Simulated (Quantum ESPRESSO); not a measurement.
pw.x input (Quantum ESPRESSO 7.5; PBEsol, PseudoDojo standard norm-conserving files, fully relativistic):

```
&CONTROL
  calculation = 'scf'
  pseudo_dir = './pseudo'
  outdir = './out'
  tprnfor = .true.
  tstress = .true.
/
&SYSTEM
  ibrav = 0
  nat = 3
  ntyp = 2
  ecutwfc = 86.0
  ecutrho = 344.0
  occupations = 'smearing'
  smearing = 'fd'
  degauss = 0.002
  nbnd = 60
  noncolin = .true.
  lspinorb = .true.
/
&ELECTRONS
  conv_thr = 3e-10
/
ATOMIC_SPECIES
Se 78.9710 Se.upf
Pt 195.0840 Pt.upf
CELL_PARAMETERS angstrom
  3.767925861220   0.000000000000   0.000000000000
 -1.883962930610   3.263119515393   0.000000000000
  0.000000000000   0.000000000000   4.835720663000
ATOMIC_POSITIONS crystal
Se   0.666666667000   0.333333333000   0.734660593900
Se   0.333333333667   0.666666666333   0.265339406100
Pt   0.000000000333   0.000000000000   0.000000000000
K_POINTS automatic
9 9 6 0 0 0
```

End of the output:

```

[...]
     the Fermi energy is    14.0504 ev
!    total energy              =    -745.99756699 Ry
     estimated scf accuracy    <          1.0E-10 Ry
     smearing contrib. (-TS)   =      -0.00014543 Ry
     internal energy E=F+TS    =    -745.99742155 Ry
     The total energy is F=E-TS. E is the sum of the following terms:
     one-electron contribution =    -339.06071842 Ry
     hartree contribution      =     186.41453738 Ry
     xc contribution           =    -143.27519824 Ry
     ewald contribution        =    -450.07604228 Ry
     convergence has been achieved in  10 iterations
     Forces acting on atoms (cartesian axes, Ry/au):
     atom    1 type  1   force =     0.00000000   -0.00000000    0.00798100
     atom    2 type  1   force =     0.00000000    0.00000000   -0.00798100
     atom    3 type  2   force =     0.00000000    0.00000000    0.00000000
     Total force =     0.011287     Total SCF correction =     0.000022
     Computing stress (Cartesian axis) and pressure
          total   stress  (Ry/bohr**3)                   (kbar)     P=      -10.96
  -0.00008330  -0.00000000   0.00000000          -12.25       -0.00        0.00
  -0.00000000  -0.00008330   0.00000000           -0.00      -12.25        0.00
   0.00000000   0.00000000  -0.00005690            0.00        0.00       -8.37
```

Geometry relaxed with PBE+D3(BJ).
